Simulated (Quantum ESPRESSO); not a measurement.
## Si2AlN3O (convergence and cost over cutoff and k mesh)

Simulated, not a measurement. The program is pw.x of Quantum ESPRESSO 7.5 (plane-wave density functional theory). The cell is made up: 7 atoms on a wurtzite lattice with one site empty, with randomly drawn elements, strain and displacements, not relaxed. PseudoDojo standard norm-conserving files (v0.5 for PBE, v0.4.1 for LDA and PBEsol) set the functional; there is no spin polarisation, spin-orbit coupling or dispersion term, and the masses in the input are unused placeholders.

Input of the run in row 4:

```
&control calculation='scf', pseudo_dir='./dojo.nc.sr.pbe.v0_5.standard.upf', outdir='./o', disk_io='medium', tprnfor=.true., tstress=.true. /
&system ibrav=0, nat=7, ntyp=4, nbnd=22, ecutwfc=84.00895049, nosym=.true., tot_charge=0,
 occupations='smearing', smearing='fd', degauss=0.0018374661
/
&electrons conv_thr=7.350e-09, electron_maxstep=60, /
ATOMIC_SPECIES
Al 1.0 Al.upf
N 1.0 N.upf
O 1.0 O.upf
Si 1.0 Si.upf
CELL_PARAMETERS angstrom
2.9407 0.0147 -0.0316
0.0254 5.0407 -0.0173
-0.0517 -0.0163 4.7281
ATOMIC_POSITIONS angstrom
Si 1.4555 2.4982 -0.0009
Si 1.4336 0.8408 2.3518
Al -0.0306 3.3611 2.3145
N -0.003 0.0248 1.7699
N 1.4673 2.4966 1.7219
O 1.4374 0.8622 4.1107
N 0.0026 3.3334 4.1016
K_POINTS automatic
6 4 4 1 1 1
```

The same cell was run at these settings. Meshes are shifted by half a step, and differences are from the last row, which is itself not exact.

| cutoff (eV) | k mesh | k points solved | threshold (eV) | free energy less the last row's (eV) | pressure (GPa) | largest stress difference (GPa) | largest force difference (eV/Å) | iterations | wall time (s) | k-point pools | processor |
| --- | --- | --- | --- | --- | --- | --- | --- | --- | --- | --- | --- |
| 800 | 2 x 2 x 2 | 4 | 1e-04 | -0.452 | 0.86 | 12.89 | 0.390 | 8 | 14 | 1 | AMD EPYC, Zen 5 class |
| 1143 | 2 x 2 x 2 | 4 | 1e-07 | -0.830 | 6.89 | 6.75 | 0.386 | 11 | 23 | 1 | AMD EPYC, Zen 5 class |
| 788 | 6 x 4 x 4 | 48 | 1e-07 | 0.437 | 0.52 | 6.97 | 0.011 | 11 | 101 | 1 | AMD EPYC, Zen 5 class |
| 1143 | 6 x 4 x 4 | 48 | 1e-07 | 0.000 | 7.35 | 0.02 | 0.003 | 11 | 158 | 1 | AMD EPYC, Zen 5 class |
| 1437 | 8 x 6 x 6 | 144 | 1e-07 | 0.000 | 7.34 | 0.00 | 0.000 | 11 | 743 | 1 | AMD EPYC, Zen 5 class |

Each pool is one process. Wall times include start-up and a band step at six k points, which weighs most on the coarsest meshes. The runs were on shared virtual cores whose load varied, so times are rough.